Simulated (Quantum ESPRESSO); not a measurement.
# Computed records: Ga4SiP3 (made-up cell)

Computed with Quantum ESPRESSO 7.5. Calculation on a made-up crystal cell, not a measurement: periodic Kohn-Sham density functional theory in plane waves with PseudoDojo standard norm-conserving scalar-relativistic pseudopotentials, each functional with its own files (v0.5 for PBE, v0.4.1 for LDA and PBEsol), no spin polarisation, no spin-orbit coupling, atoms not relaxed, stress positive in tension, energies less a fixed whole-eV offset for each atom's element; levels are Kohn-Sham levels at fractions of this cell's reciprocal vectors, counted from the reference band (half the neutral cell's valence electrons, rounded up) at Gamma; error bars cover cutoff and k-mesh only, not smearing or the files; added strain carries the atoms with the cell, and shear is the tensor component; each bar is the largest change over components, and at least 0.002 eV, 0.002 eV per angstrom or 0.02 GPa; energies are for the whole cell, and the offsets were chosen from early runs and are not element reference energies.

## Ga4SiP3 (made-up cell)

Unstrained structure:
```
Ga4SiP3
1.0
      5.4224    -0.0197    -0.0012
     -0.0197     5.4195    -0.0281
     -0.0012    -0.0281     5.4641
Ga Si P
4 1 3
Direct
  -0.00352 -0.00855 -0.01004
  0.00093 0.50991 0.50690
  0.50336 0.02191 0.49117
  0.51158 0.47646 0.00077
  0.25344 0.24724 0.23650
  0.22689 0.72935 0.75662
  0.75361 0.26234 0.75112
  0.75368 0.76771 0.26110
```

| Quantity | Value |
| --- | --- |
| lattice type | zincblende/diamond |
| functional | pbe |
| cutoff | 1088 eV |
| fermi dirac smearing | 0.1 eV |
| scf tolerance | 1e-07 eV |
| electrons removed | 0 |
| added strain kind | shear xy |
| added strain | -0.0013 |
| k mesh | 6 x 6 x 6, shifted by half a step |
| structure shown | before the added strain of -0.0013 |
| stress zz | ? |
| stress xy | ? |

Atoms:
```csv
atoms element,atom site,atom energy offset (eV)
Ga,1,-2080
Ga,2,-2080
Ga,3,-2080
Ga,4,-2080
Si,5,-115
P,6,-189
P,7,-189
P,8,-189
```

Question: Give the missing stress zz for Ga4SiP3 (made-up cell).
Answer: -7.091 GPa

Question: Ga4SiP3 (made-up cell): stress xy?
Answer: -0.6684 GPa

Further results for Ga4SiP3 (made-up cell):

| Quantity | Value |
| --- | --- |
| free energy less offsets | -3.049 eV |
| smearing term minus ts | -0.1018 eV |
| scf iterations | 10 |
| pressure | 6.676 GPa |
| stress xx | -7.267 GPa |
| stress yy | -5.67 GPa |
| stress yz | -2.144 GPa |
| stress xz | 0.5438 GPa |
| fermi level | -0.6684 eV |
| reference band | 36 |
| error bar energy | 0.005914 eV |
| error bar stress | 0.04599 GPa |
| error bar force | 0.008589 eV/Å |
| error bar next band up | 0.002 eV |
| error bar fermi level | 0.006349 eV |
| error bars from | tighter rerun of a related cell |

Forces:
```csv
site,x (eV/Å),y (eV/Å),z (eV/Å)
1,-0.1648,0.4034,0.1289
2,-0.4804,-0.9733,-1.647
3,-0.4835,-0.7796,0.9324
4,-0.2501,1.859,0.2829
5,-1.193,0.1907,0.7514
6,2.445,1.248,0.4769
7,0.4706,-0.9975,-0.4861
8,-0.3438,-0.9506,-0.4389
```

Levels:
```csv
level k point,next band up (eV)
Gamma,0.9012
"(1/2,1/2,1/2)",1.154
"(0.15,0,0)",1.006
"(0,0.15,0)",1.032
"(0,0,0.15)",0.9855
```
